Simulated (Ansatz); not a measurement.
Relaxed HfO₂ (fluorite):

```
HfO2
1.0
    0.00000     5.09760     5.09760
    2.54880     0.00000     2.54880
    2.54880     2.54880     0.00000
Hf O
2 4
Cartesian
  0.00000   0.00000   0.00000
  0.00000   2.54880   2.54880
  1.27440   1.27440   1.27440
  1.27440   3.82320   3.82320
  3.82320   3.82320   3.82320
  3.82320   6.37200   6.37200
```

In each cell atom 5 (O, nearest neighbour Hf at 2.207 Å; its periodic images, 3.6 Å or more away, move with it) moves by s·(0.577, 0.577, 0.577) (along Cartesian [111]), the rest being held.

Computed with PBE (plane waves to 420 eV, PAW, scalar-relativistic; Ansatz, a quantum-chemistry and plane-wave program). k mesh 9×9×9 (Γ-centred), Fermi-Dirac smearing 0.05 eV. The energy includes the smearing's −TS. Compression counts positive. Left out: 2 of 11 points, with atoms too close for the PAW data. HfO2 is run without spin polarisation. HfO2 was relaxed with its symmetry unable to fall. Spin-orbit coupling is left out, though Hf is heavy. This is a high-temperature form of HfO2. ΔE is measured from the undisplaced structure.

| s (Å) | P (GPa) | ΔE (meV/cell) |
|---|---|---|
| -0.660 | 7.74 | 1505 |
| -0.528 | 5.96 | 1055 |
| -0.396 | 3.96 | [?] |
| -0.264 | 2.05 | 319 |
| -0.132 | 0.59 | [?] |
| 0.000 | 0.00 | 0 |
| 0.132 | 0.79 | [?] |
| 0.264 | 3.67 | 516 |
| 0.396 | 9.61 | [?] |

Q: Some entries are withheld; supply them.

A: 
- -0.396, ΔE (meV/cell): 651
- -0.132, ΔE (meV/cell): 88
- 0.132, ΔE (meV/cell): 112
- 0.396, ΔE (meV/cell): 1355

(A displaced cell: forces are minus the slopes of the energy, force constants its curvatures, and phonons follow from these.)
